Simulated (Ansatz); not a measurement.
Input and command of a calculation in Ansatz (plane waves; scalar-relativistic PAW potentials unless the input names others):

```yaml
crystal:
  lattice:
    - [0.0, 2.3605281007, 2.5065401481]
    - [2.3605281007, 0.0, 2.5065401481]
    - [2.3605281007, 2.3605281007, 0.0]
  atoms:
    - { symbol: Hf, position: [0.0, 0.0, 0.0] }
    - { symbol: "N", position: [0.75, 0.75, 0.75] }
basis:
  ecutwfc: 420
kpoints:
  mp_grid: { grid: [22, 22, 22] }
hamiltonian:
  xc: pbesol
scf:
  occupations: { method: cold, width: 0.05 }
  mixing: { preconditioner: resta }
  convergence: { dr2_threshold: 1.0e-06 }
output:
  forces: true
  eigenvalues: true
  stress: true
```

```bash
ansatz run input.yaml --threads 2 --pin off --max-ram 5120MiB --backend cpu --events-out ev --progress --plain --runs-dir out
```

Abridged log:
```
Warning: scf.convergence.dr2_threshold = 1e-6 eV is looser than this run's default, which is 1e-7 eV or tighter. The error in the forces grows as the threshold's square root, so leave the key out unless less accurate forces are enough
Warning: output.stress: scf.convergence.dr2_threshold = 1e-6 eV is looser than the 2e-10 eV advised for a printed stress (1e-10 eV for each atom of the cell: 2). ...
Pseudopotentials: kind: paw
Pseudopotential: Hf, paw, valence charge 26, recommended cutoff 420 eV (normal)
Pseudopotential: N, paw, valence charge 5, recommended cutoff 420 eV (normal)
Functional definition: PBEsol
Crystal: 2 atoms, lattice volume = 27.933 Å³
Basis set: ecut = 420 eV, 549 PW (Γ), exchange–correlation on 48×48×48 points (8 copies of the dense FFT grid, shifted against one another)
Bands: 20, of which v1, the nominal top of the filled ones, is band 16 counted from 1 (15 counted from 0)
Symmetry: 8 space group operations
Space group: I-4m2 (ITA 119), of the structure as read, at distance tolerance 3.0e-5 Å
k-points: 834 of 10648 (time reversal used)
Initial density: superposition of atomic densities (neutral atoms: chi_scale 0, normalization atom), corrected by the library's trained network
Initial wavefunctions: pseudopotential atomic-orbital guess
Functional: x = pbesol(κ = 0.804, μ = 0.12345679), c = pbesol(β = 0.046)
SCF iter   1: F=—  HF=-15979.536361 eV  |F-HF|=—  |Δ(HF+E_count)|=         —  Δρ=1.58e-2  dr2=7.19e-2  ethr=1.77e-3  ⟨swp⟩=5.1  Hψ=67076  notcnv=0
SCF iter   2: F=—  HF=-15979.529028 eV  |F-HF|=—  |Δ(HF+E_count)|=   7.33e-3  S|Δr|=    0.00e0  Δρ=1.13e-2  dr2=3.90e-2  ethr=2.32e-4  ⟨swp⟩=2.0  Hψ=36383  notcnv=0  defer=346
SCF iter   3: F=—  HF=-15979.519298 eV  |F-HF|=—  |Δ(HF+E_count)|=   9.73e-3  S|Δr|=    0.00e0  Δρ=1.69e-3  dr2=3.56e-4  ethr=1.26e-4  ⟨swp⟩=2.0  Hψ=28513  notcnv=0  defer=346
SCF iter   4: F=—  HF=-15979.519493 eV  |F-HF|=—  |Δ(HF+E_count)|=   1.95e-4  S|Δr|=    0.00e0  Δρ=4.56e-4  dr2=2.89e-5  ethr=1.15e-6  ⟨swp⟩=2.5  Hψ=33518  notcnv=0  defer=344
SCF iter   5: F=-15979.519508 eV  HF=-15979.519508 eV  |F-HF|=3.20e-8  |Δ(HF+E_count)|=   1.47e-5  S|Δr|=    0.00e0  Δρ=6.62e-5  dr2=5.25e-7  ethr=3.23e-9  ⟨swp⟩=6.2  Hψ=94637  notcnv=0
SCF 1 converged in 5 iterations: F = -15979.519508 eV  dr2 = 5.25e-7
SCF converged after 5 iterations
Stability not checked: this state was not tested for a lower state beside it, because cold or Methfessel-Paxton smearing, or corrected tetrahedra, fill the levels in a way that the test cannot read (fill_not_monotonic; see scf.lower_state_search)
Free energy (F): -15979.519508 eV
Harris-Foulkes:  -15979.519508 eV  (|F-HF|=3.20e-8)
Internal energy: -15979.519531 eV  (E = F + TS)
E sigma→0 (E₀):  -15979.519515 eV
Entropy (-TS):   0.000024 eV (0.012 meV/atom)
Fermi energy:    18.865468 eV
Step filling:    the computed levels leave a gap of 0.0055 eV = 0.1 smearing widths at the electron count; against every level under it full and every level over it empty, smearing changes F+E_penalty+E_count by +0.045 meV and its σ→0 estimate by +0.037 meV
--- Forces (eV/Å), atoms counted from 1 ---
  atom   1  Hf     0.00000000     0.00000000     0.00000000
  atom   2  N      0.00000000     0.00000000     0.00000000
--- Stress (GPa, compression-positive) ---
        9.817297       0.000000       0.000000
        0.000000       9.817297       0.000000
        0.000000       0.000000      -0.031620
  P = ⅓ Tr σ = 6.5343 GPa (65.343 kbar)
```

Apart from outputs and empty bands, the input differs from a reference run on usual settings in scf.mixing.preconditioner: not typed → "resta"; scf.occupations.method: "gaussian" → "cold"; scf.occupations.width: 0.15 → 0.05; scf.convergence.dr2_threshold: not typed → 1e-06. The reference, at the same geometry (not necessarily relaxed), gave pressure 6.57 GPa, largest force 0.000 eV/Å, no gap on the mesh. This run converged in 5 SCF iterations (reference: 8) with an energy at zero smearing 0.02 meV/atom below the reference's, pressure 6.53 GPa, largest force 0.000 eV/Å, no gap on the mesh.

It took 21 s on 2 threads of Intel(R) Xeon(R) Platinum 8259CL CPU @ 2.50GHz (Skylake/Cascade Lake) (shared host), peak memory 0.8 GiB.